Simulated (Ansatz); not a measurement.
Hf$_{2}$Si in space group P6_3/mmc (No. 194; Si on 2c, Hf on 2a, Hf on 2d) at seven volumes, plane-wave PAW PBE (Ansatz code), shape and atoms relaxed at each. One row is withheld.

```
V (Å³/atom)  P (GPa)
-----------  -------
16.819         15.10
17.373             ?
17.928          4.31
18.482          0.01
19.037         -3.66
19.591         -6.76
20.145         -9.46
```

Fit the shown pressures and predict the withheld one.

Third-order Birch–Murnaghan: P = (3/2)B₀(x^(7/2) − x^(5/2))[1 + (3/4)(B′ − 4)(x − 1)] with x = (V₀/V)^(2/3). Least squares on the six rows gives V₀ = 18.485 Å³/atom, B₀ = 131.5 GPa, B′ = 4.14. At V = 17.373, x = 1.0422 and P = 9.28 GPa. The run itself gave 9.29 GPa.

A made-up cell: these elements were put on the sites of a structure type; neither database checked (COD, Materials Project) lists it. Its standing as an ambient phase is unchecked. Symmetry was held in the PBE relaxation; its stability against distortions is not shown here. The run is not spin-polarised. Spin–orbit coupling is left out wherever it is not named.

Potentials: the later of the program's two PAW sets.
